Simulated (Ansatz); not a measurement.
An Ansatz input:

```yaml
crystal:
  lattice:
    - [4.4375467829, 0.0, 0.0]
    - [-2.2187733915, 3.8430282445, 0.0]
    - [0.0, 0.0, 14.4842266423]
  atoms:
    - { symbol: Ba, position: [0.0, 1.0, 1.0] }
    - { symbol: Ba, position: [0.0, 1.0, 0.5] }
    - { symbol: Ba, position: [0.3333333333, 0.6666666667, 0.25] }
    - { symbol: Ba, position: [0.6666666667, 0.3333333333, 0.75] }
hamiltonian:
  xc: blyp
  pseudopotentials:
    kind: paw
    azcp:
      Ba: "pseudopotentials/Ba.paw.azcp"
basis:
  ecutwfc: 420
  fft_grid_basis: typed
kpoints:
  mp_grid: { grid: [9, 9, 3], shift: [0, 0, 0] }
magnetization:
  spin_polarized: false
scf:
  occupations: { method: fermi_dirac, width: 0.1 }
  lower_state_search: "off"
output:
  stress: true
```

Terminal output

```
Engine: ansatz 0.2.0, aarch64-unknown-linux-gnu
Pseudopotentials: kind: paw
Pseudopotential: Ba, paw, valence charge 10, recommended cutoff 420 eV (normal) 
Functional definition: BLYP
  parameter beta = 0.0042
  parameter a = 0.04918
  parameter b = 0.132
  parameter c = 0.2533
  parameter d = 0.349
  exchange = b88_x(beta = beta)
  correlation = lyp_c(a = a, b = b, c = c, d = d)
Crystal: 4 atoms, lattice volume = 247.008 Å³
Basis set: ecut = 420 eV, 4855 PW (Γ), exchange–correlation on 60×60×200 points (8 copies of the dense FFT grid, shifted against one another)
Bands: 24, of which v1, the nominal top of the filled ones, is band 20 counted from 1 (19 counted from 0)
Symmetry: 24 space group operations
Space group: P63/mmc (ITA 194), of the structure as read, at distance tolerance 6.3e-5 Å
k-points: 24 of 243
Non-local potential: Ba, projectors of the file, l = 0: 3, l = 1: 2, l = 2: 2, l = 3: 2
PAW form: soft (Blöchl's): semilocal exchange-correlation on the pseudo side does not see the compensation charge
PAW frozen core: Ba, regenerated for the run's functional, and the local potential with it (the file was generated under x = pbe(κ = 0.804, μ = 0.2195149727645171), c = pbe(β = 0.06672455060314922))
PAW one-centre angular grid: Ba, 194 points (default); XC on 64 Gauss nodes
Initial density: superposition of atomic densities (neutral atoms: chi_scale 0, normalization atom), corrected by the library's trained network
Initial wavefunctions: pseudopotential atomic-orbital guess
Functional: x = b88, c = lyp
SCF iter   1: F=—  HF=-23873.195194 eV  |F-HF|=—  |Δ(HF+E_count)|=         —  Δρ=1.77e-3  dr2=7.08e-3  ethr=1.77e-3  ⟨swp⟩=8.8  Hψ=6838  notcnv=0
automatic band count: the SCF goes on with 28 bands, as 24 were too few: the levels above may hold too much charge
SCF iter   2: F=—  HF=-23873.196619 eV  |F-HF|=—  |Δ(HF+E_count)|=   1.42e-3  Δρ=1.01e-3  dr2=2.83e-3  ethr=1.77e-5  ⟨swp⟩=2.3  Hψ=1377  notcnv=0
SCF iter   3: F=—  HF=-23873.198732 eV  |F-HF|=—  |Δ(HF+E_count)|=   2.11e-3  Δρ=2.72e-4  dr2=2.54e-4  ethr=7.08e-6  ⟨swp⟩=2.0  Hψ=1078  notcnv=0
SCF iter   4: F=—  HF=-23873.199084 eV  |F-HF|=—  |Δ(HF+E_count)|=   3.51e-4  Δρ=8.26e-5  dr2=2.89e-5  ethr=6.35e-7  ⟨swp⟩=3.0  Hψ=1240  notcnv=0
SCF iter   5: F=—  HF=-23873.199142 eV  |F-HF|=—  |Δ(HF+E_count)|=   5.84e-5  Δρ=2.47e-5  dr2=3.26e-6  ethr=7.22e-8  ⟨swp⟩=2.8  Hψ=1183  notcnv=0
SCF iter   6: F=—  HF=-23873.199144 eV  |F-HF|=—  |Δ(HF+E_count)|=   2.16e-6  Δρ=1.19e-5  dr2=6.36e-7  ethr=8.16e-9  ⟨swp⟩=2.0  Hψ=798  notcnv=0
SCF iter   7: F=-23873.199144 eV  HF=-23873.199144 eV  |F-HF|=2.32e-8  |Δ(HF+E_count)|=   1.52e-7  Δρ=4.00e-6  dr2=5.36e-8  ethr=2.50e-10  ⟨swp⟩=3.7  Hψ=2653  notcnv=0
SCF 1 converged in 7 iterations: F = -23873.199144 eV  dr2 = 5.36e-8
SCF converged after 7 iterations
Free energy (F): -23873.199144 eV
Harris-Foulkes:  -23873.199144 eV  (|F-HF|=2.32e-8)
Internal energy: -23872.963860 eV  (E = F + TS)
E sigma→0 (E₀):  -23873.081502 eV
Entropy (-TS):   -0.235284 eV (-58.821 meV/atom)
Fermi energy:    6.494831 eV
--- Per-component energies (eV) ---
  E_band       = -316.965423
  E_kinetic    = 666.685649
  E_local      = -1493.159361  (includes V_loc(G=0)·N_el)
  E_nonlocal   = 230.733002
  E_hartree    = 472.466528
  E_xc         = -655.438143
  E_vxc        = -520.874475  (∫ρ·V_xc dr)
  E_paw        = -20990.170736  (= ΣΔE_a)
  E_vpaw       = -145.287079  (= ΣTr[D̂ρ^β])
  E_aug_tail   = -0.000008  (compensation charges beyond the density's cutoff)
  E_ewald      = -2104.402447
  E_core_change = 0.321656  (= ΣΔE_core)
  E_smearing   = -0.235284  (= −TS)
  E_closure    = 0.000000  (closes the sum)
  Σ components = -23873.199144   (vs F -23873.199144, Δ=0.00e0)
--- Stress (GPa, compression-positive) ---
        0.785261       0.000000      -0.000000
       -0.000000       0.785261       0.000000
       -0.000000       0.000000       0.768991
  P = ⅓ Tr σ = 0.7798 GPa (7.798 kbar)
```
